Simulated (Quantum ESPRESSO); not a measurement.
In3Cu3TaAg, one run as intended and one with a planted mistake

Computed values, not a measurement. The program is pw.x of Quantum ESPRESSO 7.5 (plane-wave density functional theory). The cell is made up: eight metal atoms on a face-centred cubic lattice, with elements, volume, strain and displacements drawn at random and not relaxed, so it may be unstable or far from any real phase. PseudoDojo standard norm-conserving files set the functional (PBE unless stated); there is no spin polarisation or spin-orbit coupling, the Fermi-Dirac width of 0.25 eV means electrons at about 2900 K, and the masses in the input are unused placeholders. The copper pseudopotential is less sure than most, with forces differing by about three percent and pressure by about two GPa from a second method on plain copper. Heavy elements are run without spin-orbit coupling, which real alloys of them have. A spin test at this wide smearing found no moment, but such smearing suppresses magnetism that the real alloy may have.

Intended input:

```
&control calculation='scf', pseudo_dir='./dojo.nc.sr.pbe.v0_5.standard.upf', outdir='./o', disk_io='minimal', tprnfor=.true., tstress=.true. /
&system ibrav=0, nat=8, ntyp=4, nbnd=73, ecutwfc=92.02030273, nosym=.true., tot_charge=0,
 occupations='smearing', smearing='fd', degauss=0.0183746611
/
&electrons conv_thr=1.470e-08, electron_maxstep=70, mixing_beta=0.5 /
ATOMIC_SPECIES
Ag 1.0 Ag.upf
Cu 1.0 Cu.upf
In 1.0 In.upf
Ta 1.0 Ta.upf
CELL_PARAMETERS angstrom
0.0387 -2.1188 -2.0399
-6.2696 -2.0351 0.0324
-2.1218 4.2632 -6.1065
ATOMIC_POSITIONS angstrom
In -0.0065 -0.0188 -0.0272
Cu -2.0771 2.1947 -4.0902
Cu -2.1277 -0.0161 -2.0292
In -4.2109 2.1712 -6.1117
Ta -4.1812 0.0341 -4.0929
In -4.1125 -2.0545 -1.997
Cu -6.2721 0.0988 -6.0948
Ag -6.2762 -2.0547 -4.0546
K_POINTS automatic
8 4 3 1 1 1
```

The log is shortened where brackets say so; the opening notice, blank lines, dates and the lines on written files are dropped, and the path of the files is cut. It prints rydbergs, bohrs and kilobars, and counts compression as positive stress. Its total energy is the free energy E - TS of the whole cell.

Log of the intended run:

```
     Program PWSCF v.7.5
     Parallel version (MPI & OpenMP), running on       4 processor cores
     Number of MPI processes:                 4
     Threads/MPI process:                     1
     [start-up lines left out]
     bravais-lattice index     =            0
     lattice parameter (alat)  =       5.5585  a.u.
     unit-cell volume          =     978.9957 (a.u.)^3
     number of atoms/cell      =            8
     number of atomic types    =            4
     number of electrons       =       128.00
     number of Kohn-Sham states=           73
     kinetic-energy cutoff     =      92.0203  Ry
     charge density cutoff     =     368.0812  Ry
     scf convergence threshold =      1.5E-08
     mixing beta               =       0.5000
     number of iterations used =            8  plain     mixing
     Exchange-correlation= PBE
                           (   1   4   3   4   0   0   0)
     [axes and pseudopotential details left out]
   Cartesian axes
     site n.     atom                  positions (alat units)
         1        In     tau(   1) = (  -0.0022098  -0.0063915  -0.0092472  )
         2        Cu     tau(   2) = (  -0.7061534   0.7461340  -1.3905487  )
         3        Cu     tau(   3) = (  -0.7233560  -0.0054735  -0.6898688  )
         4        In     tau(   4) = (  -1.4315832   0.7381447  -2.0777998  )
         5        Ta     tau(   5) = (  -1.4214861   0.0115930  -1.3914666  )
         6        In     tau(   6) = (  -1.3981301  -0.6984701  -0.6789218  )
         7        Cu     tau(   7) = (  -2.1323311   0.0335891  -2.0720543  )
         8        Ag     tau(   8) = (  -2.1337250  -0.6985381  -1.3784458  )
     number of k points=    48  Fermi-Dirac smearing, width (Ry)=  0.0184
                       cart. coord. in units 2pi/alat
        k(    1) = (  -0.0535202  -0.0169575  -0.0735237), wk =   0.0416667
        k(    2) = (   0.0035225  -0.1898153   0.1071022), wk =   0.0416667
     [further k points left out]
     Dense  grid:   116643 G-vectors     FFT dimensions: (  36,  80,  90)
     Estimated max dynamical RAM per process >     404.43 MB
     Estimated total dynamical RAM >       1.50 GB
     Initial potential from superposition of free atoms
     starting charge     127.9860, renormalised to     128.0000
     Starting wfcs are   77 randomized atomic wfcs
     total cpu time spent up to now is        6.1 secs
     per-process dynamical memory:   303.8 Mb
     Self-consistent Calculation
     iteration #  1     ecut=    92.02 Ry     beta= 0.50
     Davidson diagonalization with overlap
     ethr =  1.00E-02,  avg # of iterations =  5.1
     total cpu time spent up to now is       21.5 secs
     total energy              =   -1974.21337175 Ry
     estimated scf accuracy    <       3.70755878 Ry
     iteration #  2     ecut=    92.02 Ry     beta= 0.50
     Davidson diagonalization with overlap
     ethr =  2.90E-03,  avg # of iterations =  3.6
     total cpu time spent up to now is       36.6 secs
     total energy              =   -1975.46656457 Ry
     estimated scf accuracy    <      12.76178642 Ry
     [iterations 3 to 14 left out]
     iteration # 15     ecut=    92.02 Ry     beta= 0.50
     Davidson diagonalization with overlap
     ethr =  1.28E-10,  avg # of iterations =  2.1
     total cpu time spent up to now is      208.0 secs
     total energy              =   -1976.43854289 Ry
     estimated scf accuracy    <       0.00000002 Ry
     iteration # 16     ecut=    92.02 Ry     beta= 0.50
     Davidson diagonalization with overlap
     ethr =  1.89E-11,  avg # of iterations =  3.7
     total cpu time spent up to now is      221.6 secs
     End of self-consistent calculation
     [lines on levels left out]
!    total energy              =   -1976.43854288 Ry
     estimated scf accuracy    <          9.1E-09 Ry
     smearing contrib. (-TS)   =      -0.06492233 Ry
     internal energy E=F+TS    =   -1976.37362055 Ry
     The total energy is F=E-TS. E is the sum of the following terms:
     one-electron contribution =   -1030.50413221 Ry
     hartree contribution      =     593.82576312 Ry
     xc contribution           =    -336.03005805 Ry
     ewald contribution        =   -1203.66519340 Ry
     convergence has been achieved in  16 iterations
     Forces acting on atoms (cartesian axes, Ry/au):
     atom    1 type  3   force =     0.00319447   -0.00479082    0.00703786
     atom    2 type  2   force =    -0.00290444   -0.01292796    0.01062441
     atom    3 type  2   force =    -0.00580817    0.01933852   -0.01686912
     atom    4 type  3   force =     0.00935411   -0.03725815    0.04720619
     atom    5 type  4   force =     0.02452835    0.01191616   -0.01032764
     atom    6 type  3   force =    -0.00297977    0.02847837   -0.03887928
     atom    7 type  2   force =     0.00209610   -0.01842495    0.01612700
     atom    8 type  1   force =    -0.02748066    0.01366883   -0.01491943
     Total force =     0.098579     Total SCF correction =     0.000825
     Computing stress (Cartesian axis) and pressure
          total   stress  (Ry/bohr**3)                   (kbar)     P=        2.32
  -0.00009011   0.00008938  -0.00006130          -13.26       13.15       -9.02
   0.00008938   0.00004414   0.00011967           13.15        6.49       17.60
  -0.00006130   0.00011967   0.00009332           -9.02       17.60       13.73
     init_run     :      5.65s CPU      5.94s WALL (       1 calls)
     electrons    :    210.36s CPU    215.53s WALL (       1 calls)
     forces       :      2.11s CPU      2.14s WALL (       1 calls)
     stress       :      7.17s CPU      7.36s WALL (       1 calls)
     [timing details left out]
     PWSCF        :   3m45.47s CPU   3m51.18s WALL
     JOB DONE.
```

A second run has one planted mistake: one atom is of a wrong element. The input lines that differ:

```
- &system ibrav=0, nat=8, ntyp=4, nbnd=73, ecutwfc=92.02030273, nosym=.true., tot_charge=0,
+ &system ibrav=0, nat=8, ntyp=4, nbnd=65, ecutwfc=92.02030273, nosym=.true., tot_charge=0,
- Ag 1.0 Ag.upf
+ Al 1.0 Al.upf
- Ag -6.2762 -2.0547 -4.0546
+ Al -6.2762 -2.0547 -4.0546
```

Its log:

```
     Program PWSCF v.7.5
     Parallel version (MPI & OpenMP), running on       4 processor cores
     Number of MPI processes:                 4
     Threads/MPI process:                     1
     [start-up lines left out]
     bravais-lattice index     =            0
     lattice parameter (alat)  =       5.5585  a.u.
     unit-cell volume          =     978.9957 (a.u.)^3
     number of atoms/cell      =            8
     number of atomic types    =            4
     number of electrons       =       112.00
     number of Kohn-Sham states=           65
     kinetic-energy cutoff     =      92.0203  Ry
     charge density cutoff     =     368.0812  Ry
     scf convergence threshold =      1.5E-08
     mixing beta               =       0.5000
     number of iterations used =            8  plain     mixing
     Exchange-correlation= PBE
                           (   1   4   3   4   0   0   0)
     [axes and pseudopotential details left out]
   Cartesian axes
     site n.     atom                  positions (alat units)
         1        In     tau(   1) = (  -0.0022098  -0.0063915  -0.0092472  )
         2        Cu     tau(   2) = (  -0.7061534   0.7461340  -1.3905487  )
         3        Cu     tau(   3) = (  -0.7233560  -0.0054735  -0.6898688  )
         4        In     tau(   4) = (  -1.4315832   0.7381447  -2.0777998  )
         5        Ta     tau(   5) = (  -1.4214861   0.0115930  -1.3914666  )
         6        In     tau(   6) = (  -1.3981301  -0.6984701  -0.6789218  )
         7        Cu     tau(   7) = (  -2.1323311   0.0335891  -2.0720543  )
         8        Al     tau(   8) = (  -2.1337250  -0.6985381  -1.3784458  )
     number of k points=    48  Fermi-Dirac smearing, width (Ry)=  0.0184
                       cart. coord. in units 2pi/alat
        k(    1) = (  -0.0535202  -0.0169575  -0.0735237), wk =   0.0416667
        k(    2) = (   0.0035225  -0.1898153   0.1071022), wk =   0.0416667
     [further k points left out]
     Dense  grid:   116643 G-vectors     FFT dimensions: (  36,  80,  90)
     Estimated max dynamical RAM per process >     373.92 MB
     Estimated total dynamical RAM >       1.38 GB
     Initial potential from superposition of free atoms
     starting charge     111.9840, renormalised to     112.0000
     Starting wfcs are   71 randomized atomic wfcs
     total cpu time spent up to now is        5.5 secs
     per-process dynamical memory:   288.8 Mb
     Self-consistent Calculation
     iteration #  1     ecut=    92.02 Ry     beta= 0.50
     Davidson diagonalization with overlap
     ethr =  1.00E-02,  avg # of iterations =  4.2
     total cpu time spent up to now is       19.0 secs
     total energy              =   -1668.37212331 Ry
     estimated scf accuracy    <       4.36317219 Ry
     iteration #  2     ecut=    92.02 Ry     beta= 0.50
     Davidson diagonalization with overlap
     ethr =  3.90E-03,  avg # of iterations =  3.5
     total cpu time spent up to now is       32.1 secs
     total energy              =   -1669.89379071 Ry
     estimated scf accuracy    <      15.51091377 Ry
     [iterations 3 to 14 left out]
     iteration # 15     ecut=    92.02 Ry     beta= 0.50
     Davidson diagonalization with overlap
     ethr =  2.63E-10,  avg # of iterations =  2.0
     total cpu time spent up to now is      179.9 secs
     total energy              =   -1671.06250039 Ry
     estimated scf accuracy    <       0.00000004 Ry
     iteration # 16     ecut=    92.02 Ry     beta= 0.50
     Davidson diagonalization with overlap
     ethr =  3.57E-11,  avg # of iterations =  2.0
     total cpu time spent up to now is      190.4 secs
     End of self-consistent calculation
     [lines on levels left out]
!    total energy              =   -1671.06250038 Ry
     estimated scf accuracy    <       0.00000001 Ry
     smearing contrib. (-TS)   =      -0.05999944 Ry
     internal energy E=F+TS    =   -1671.00250095 Ry
     The total energy is F=E-TS. E is the sum of the following terms:
     one-electron contribution =   -1002.33003888 Ry
     hartree contribution      =     568.38870857 Ry
     xc contribution           =    -291.86266322 Ry
     ewald contribution        =    -945.19850741 Ry
     convergence has been achieved in  16 iterations
     Forces acting on atoms (cartesian axes, Ry/au):
     atom    1 type  3   force =     0.00590433   -0.00409520    0.00742976
     atom    2 type  2   force =     0.00412199   -0.01482483    0.01274766
     atom    3 type  2   force =     0.00471285    0.02559289   -0.02191695
     atom    4 type  3   force =     0.01001631   -0.03565787    0.04638188
     atom    5 type  4   force =    -0.00400901   -0.00383904    0.00396232
     atom    6 type  3   force =     0.00303027    0.02630565   -0.03649344
     atom    7 type  2   force =    -0.00039032   -0.02065969    0.01768160
     atom    8 type  1   force =    -0.02338642    0.02717809   -0.02979283
     Total force =     0.100891     Total SCF correction =     0.000707
     Computing stress (Cartesian axis) and pressure
          total   stress  (Ry/bohr**3)                   (kbar)     P=       -7.61
  -0.00020577   0.00001454   0.00002222          -30.27        2.14        3.27
   0.00001454  -0.00000573   0.00016711            2.14       -0.84       24.58
   0.00002222   0.00016711   0.00005626            3.27       24.58        8.28
     init_run     :      5.24s CPU      5.48s WALL (       1 calls)
     electrons    :    184.36s CPU    184.89s WALL (       1 calls)
     forces       :      1.88s CPU      1.90s WALL (       1 calls)
     stress       :      6.62s CPU      6.78s WALL (       1 calls)
     [timing details left out]
     PWSCF        :   3m18.23s CPU   3m19.19s WALL
     JOB DONE.
```

|  | intended run | run with the mistake |
| --- | --- | --- |
| free energy (eV) | -26890.816 | -22735.964 |
| entropy term -TS, part of it (eV) | -0.883 | -0.816 |
| pressure (GPa) | 0.23 | -0.76 |
| size of the largest force component (eV/Å) | 1.214 | 1.193 |
| largest change of a force component (eV/Å) |  | 0.734 |
| iterations | 16 | 16 |

For scale, a rerun of the intended cell at a higher cutoff and on a denser mesh moved values by no more than 0.009 eV in energy, 0.18 GPa in stress and 0.015 eV/Å in force, and a second program with other atomic files agreed on that cell to 2 % rms in force and 0.5 GPa in pressure. Files of another functional or element have another zero of energy, so the energy change says nothing on stability. The number of bands, nbnd, was set by rule from the electron count, so it follows the mistake.